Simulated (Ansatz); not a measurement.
BAs:
```yaml
crystal:
  lattice:
    - [0.00000, 2.39195, 2.39195]
    - [2.39195, 0.00000, 2.39195]
    - [2.39195, 2.39195, 0.00000]
  atoms:
    - { symbol: As, position: [0.75000, 0.75000, 0.75000] }
    - { symbol: B, position: [0.00000, 0.00000, 0.00000] }
```

Relaxed with r²SCAN. Special points in fractions of this cell's reciprocal vectors: Γ (0.000, 0.000, 0.000); X (0.500, 0.000, 0.500); U (0.625, 0.250, 0.625); K (0.375, 0.375, 0.750); L (0.500, 0.500, 0.500); W (0.500, 0.250, 0.750).

List the band energies nearest the valence-band maximum at these points for r²SCAN with spin–orbit coupling in the plane-wave PAW code Ansatz.

In eV from the valence-band maximum; about four levels below and three above (degenerate sets whole), none deeper than 8.9 eV; points with the same levels are listed once.

```tsv
k	below	above
Γ	0.00 0.00 0.00 0.00	3.24 3.24 3.44 3.44 3.44 3.44
X	-4.43 -4.43 -4.30 -4.30	1.55 1.55 1.63 1.63
U	-6.31 -6.21 -3.74 -3.74	2.21 2.22 5.88
L	-2.07 -2.07 -1.93 -1.93	2.87 2.87 4.95 4.95
W	-5.86 -5.72 -5.48 -5.46	5.63 5.64 6.37 6.37
```

Space group F-43m (zinc blende). Symmetry was held in the r²SCAN relaxation; phonons on a q-mesh show no instability.

Potentials: the later of the program's two PAW sets.
